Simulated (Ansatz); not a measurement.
Relaxed BaTiO3 (cubic perovskite):

```
CELL_PARAMETERS angstrom
      3.99442     0.00000     0.00000
      0.00000     3.99442     0.00000
      0.00000     0.00000     3.99442
ATOMIC_POSITIONS crystal
  Ba 0.00000 0.00000 0.00000
  Ti 0.50000 0.50000 0.50000
  O  0.00000 0.50000 0.50000
  O  0.50000 0.50000 0.00000
  O  0.50000 0.00000 0.50000
```

Calculation: r2SCAN (plane waves to 500 eV, PAW, scalar-relativistic; Ansatz, a program for electronic structure). k mesh 7×7×7 (Γ-centred), Fermi-Dirac smearing 0.05 eV. BaTiO3 is run without spin polarisation. BaTiO3 was relaxed with its symmetry unable to fall. The PAW data are Ansatz's earlier set. This is a high-temperature form of BaTiO3.

One atom of the cell was then moved (with its periodic images), all else fixed, and the forces (eV/Å) came out as:

```json
[
 {"atom": "Ba1", "Fx": "0.110", "Fy": "0.000", "Fz": "0.000"},
 {"atom": "Ti2", "Fx": "-0.423", "Fy": "0.000", "Fz": "0.000"},
 {"atom": "O3", "Fx": "-0.444", "Fy": "0.000", "Fz": "0.000"},
 {"atom": "O4", "Fx": "0.378", "Fy": "0.000", "Fz": "0.000"},
 {"atom": "O5", "Fx": "0.378", "Fy": "0.000", "Fz": "0.000"}
]
```

Task: Which atom was moved, and by which vector (Å)?

Result: O3, by (0.08, 0.00, 0.00), 0.08 Å in all.

(For displaced atoms, the force is minus the slope of the energy, and its curvature is a force constant, which sets phonon frequencies.)
